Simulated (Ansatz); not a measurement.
Relaxed-ion elastic tensor of C in space group P6_3/mmc (No. 194; C on 6h) in GPa (Voigt order), the program Ansatz at the PBEsol level (PAW); density 2.79 g/cm³, 7.15 Å³ per atom.

```
 590   209  94.9   0.0   0.0   0.0
 209   590  94.9   0.0   0.0   0.0
94.9  94.9  1050   0.0   0.0   0.0
 0.0   0.0   0.0   363   0.0   0.0
 0.0   0.0   0.0   0.0   363   0.0
 0.0   0.0   0.0   0.0   0.0   190
```

**Question.** Is the crystal mechanically stable?

**Answer.** Yes: the smallest eigenvalue of C is 190 GPa.

**Question.** Work out the Voigt, Reuss and Hill averages.

**Answer.** K_V = 337, K_R = 326, K_H = 331; G_V = 305, G_R = 271, G_H = 288 GPa.

**Question.** Give Young's modulus, Poisson's ratio, Pugh's ratio and the universal anisotropy index.

**Answer.** E = 9KG/(3K + G) = 670 GPa; ν = 0.16; K/G = 1.15 (brittle by the Pugh limit of 1.75); A_U = 5G_V/G_R + K_V/K_R − 6 = 0.67.

**Question.** Estimate the sound speeds and the Debye temperature.

**Answer.** v_l = √((K + 4G/3)/ρ) = 16000 m/s, v_t = √(G/ρ) = 10200 m/s, mean 11200 m/s; Θ = (h/k)(3n/4πV)^(1/3) v_m = 1730 K.

**Question.** How much does each axis shrink under pressure?

**Answer.** Linear compressibilities β_i = Σ_j S_ij (j = 1 to 3): x 1.2, y 1.2, z 0.74 per TPa.

The start of the workflow was typed in or built on a structure type. Its sites differ from those of the usual phase in this space group: another stacking or structure type. The cell was relaxed with PBEsol under the symmetry of its start; whether a distortion lowers the energy is not shown.

Potentials: the earlier of the program's two PAW sets. The files were generated under PBE; for other functionals the program regenerates the frozen cores, and for LDA and PBEsol the local potential too.
